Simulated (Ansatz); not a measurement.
CoSi₂ (fluorite or antifluorite type, Fm-3m) under volume change, the program Ansatz at the LDA level (PAW), scaled uniformly.

| V (Å³/atom) | E − E(relaxed) (meV/atom) | P (GPa) |
|---|---|---|
| 11.122 | (withheld) | (withheld) |
| 11.489 | 31.3 | 14.46 |
| 11.856 | (withheld) | (withheld) |
| 12.222 | 0.0 | 0.01 |
| 12.589 | 6.6 | -5.62 |
| 12.956 | 25.1 | -10.39 |
| 13.322 | 53.6 | -14.41 |

Question: Complete the blanks.

Answer: 
- 11.122, E − E(relaxed) (meV/atom): 74.6
- 11.122, P (GPa): 23.65
- 11.856, E − E(relaxed) (meV/atom): 7.4
- 11.856, P (GPa): 6.64

Question: What does a third-order Birch–Murnaghan fit give for V₀, B₀ and B′?

Answer: V₀ = 12.22 Å³/atom, B₀ = 203 GPa, B′ = 4.5.

The LDA relaxation kept the symmetry of its start; phonons on a q-mesh show no instability. The run is not spin-polarised.

Potentials: the later of the program's two PAW sets.
